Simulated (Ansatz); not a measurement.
Relaxed-ion elastic tensor of LiCl (wurtzite, P6_3mc) in GPa (Voigt order), LDA in the plane-wave PAW code Ansatz; density 1.86 g/cm³, 18.88 Å³ per atom.

```
      1     2     3    4    5    6
-  ----  ----  ----  ---  ---  ---
1  41.1  26.1  24.3  0.0  0.0  0.0
2  26.1  41.1  24.3  0.0  0.0  0.0
3  24.3  24.3  39.6  0.0  0.0  0.0
4   0.0   0.0   0.0  8.5  0.0  0.0
5   0.0   0.0   0.0  0.0  8.5  0.0
6   0.0   0.0   0.0  0.0  0.0  7.5
```

Is the crystal mechanically stable?

Yes: the smallest eigenvalue of C is 7.5 GPa.

Work out the Voigt, Reuss and Hill averages.

K_V = 30.1, K_R = 30.1, K_H = 30.1; G_V = 8.0, G_R = 8.0, G_H = 8.0 GPa.

Give Young's modulus, Poisson's ratio, Pugh's ratio and the universal anisotropy index.

E = 9KG/(3K + G) = 22.1 GPa; ν = 0.38; K/G = 3.75 (ductile by the Pugh limit of 1.75); A_U = 5G_V/G_R + K_V/K_R − 6 = 0.02.

Estimate the sound speeds and the Debye temperature.

v_l = √((K + 4G/3)/ρ) = 4680 m/s, v_t = √(G/ρ) = 2080 m/s, mean 2340 m/s; Θ = (h/k)(3n/4πV)^(1/3) v_m = 262 K.

How much does each axis shrink under pressure?

Linear compressibilities β_i = Σ_j S_ij (j = 1 to 3): x 10, y 10, z 13 per TPa.

The workflow started from a Materials Project entry (that database holds measured and hypothetical structures alike); the Crystallography Open Database copy checked does not list it. It is not the phase usual at ambient conditions (space group No. 225). The cell was relaxed with LDA under the symmetry of its start; phonons on a q-mesh show no instability.

Potentials: the later of the program's two PAW sets.
